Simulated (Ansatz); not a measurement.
A geometry of MgZn$_{2}$ away from equilibrium: step 2 of the relaxation of a relaxed MgZn2 cell with every coordinate shifted by Gaussian noise of σ = 0.2 Å. Calculation: PBEsol (plane waves to 420 eV, PAW, scalar-relativistic; Ansatz, a program for electronic structure). Γ-centred k-mesh 11×11×6 on the run's cell (coarser than for final values), Fermi–Dirac smearing 0.05 eV. The plane waves were selected for a different cell earlier on the path.

```yaml
crystal:
  lattice:
    - [5.23240, -1.46317, -0.00071]
    - [5.23746, 1.48123, 0.03515]
    - [-1.63822, 0.07168, 6.05299]
  atoms:
    - { symbol: Mg, position: [0.46820, 0.51339, 0.22035] }
    - { symbol: Mg, position: [0.50127, 0.53004, 0.76206] }
    - { symbol: Zn, position: [0.21020, 0.17890, 0.11571] }
    - { symbol: Zn, position: [0.79594, 0.81919, 0.84871] }
    - { symbol: Zn, position: [0.74592, 0.93716, 0.41679] }
    - { symbol: Zn, position: [0.19103, 0.10772, 0.58333] }
```

Question: What forces act on the atoms (eV/Å)?

Answer: 
| atom | Fx | Fy | Fz |
|---|---|---|---|
| Mg1 | 0.27 | 0.12 | -0.27 |
| Mg2 | -1.09 | -0.40 | 0.69 |
| Zn3 | -0.05 | 0.51 | -0.43 |
| Zn4 | 0.25 | -0.29 | 0.56 |
| Zn5 | -0.49 | -0.89 | 0.94 |
| Zn6 | 1.12 | 0.95 | -1.48 |

The path ends in C2/m (No. 12). No spin polarisation in the result.

The cell that was disturbed is our relaxation of an entry of Materials Project.
